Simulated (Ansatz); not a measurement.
NaF (rock salt)

```
NaF
1.0
    0.00000     4.59450     4.59450
    2.29725     2.29725     4.59450
    2.29725     2.29725     0.00000
F Na
2 2
Direct
  0.00000   0.00000   0.00000
  0.50000   0.00000   0.00000
  0.00000   0.50000   0.50000
  0.50000   0.50000   0.50000
```

The atoms are displaced by Q × the pattern below (from a DFPT mode at X = (0.5, 0.5, 0.0), largest move 1; Q in Å), at fixed cell. It is one choice among 2 degenerate patterns. (q is in reciprocal vectors of the primitive cell; the cell shown is doubled to hold the pattern.)

```json
[
 {"atom": "F1", "x": "0.000", "y": "-1.000", "z": "0.000"},
 {"atom": "F2", "x": "0.000", "y": "1.000", "z": "0.000"},
 {"atom": "Na3", "x": "0.000", "y": "-0.752", "z": "0.000"},
 {"atom": "Na4", "x": "0.000", "y": "0.752", "z": "0.000"}
]
```

Level of theory: r2SCAN (plane waves to 500 eV, PAW, scalar-relativistic; Ansatz, a first-principles code). k mesh 12×12×12 (Γ-centred), Fermi-Dirac smearing 0.05 eV. E stands for the smeared free energy. NaF was relaxed with its symmetry unable to fall. The zero of ΔE is the undisplaced structure.

```tsv
Q (Å)	ΔE (meV/cell)
-0.2800	1223
-0.2333	727
-0.1867	407
-0.1400	205
-0.0933	withheld
-0.0467	20
0.0000	0
0.0467	20
0.0933	withheld
0.1400	205
0.1867	407
0.2333	727
0.2800	1223
```

**Question.** Fit an even polynomial form (powers 2, 4, 6) to the given rows and predict ΔE at Q = 0.0933.

**Answer.** Least squares on the 11 given rows: ΔE = (9017)·Q² + (70150)·Q⁴ + (176200)·Q⁶, in meV/cell with Q in Å; root-mean-square residual 0.0 meV/cell. At 0.0933 the fit gives 84 meV/cell; the calculation gives 84 meV/cell, the same to the digits shown. The quadratic term alone would give 78 meV/cell.

(A displaced cell: forces are minus the slopes of the energy, force constants its curvatures, and phonons follow from these.)
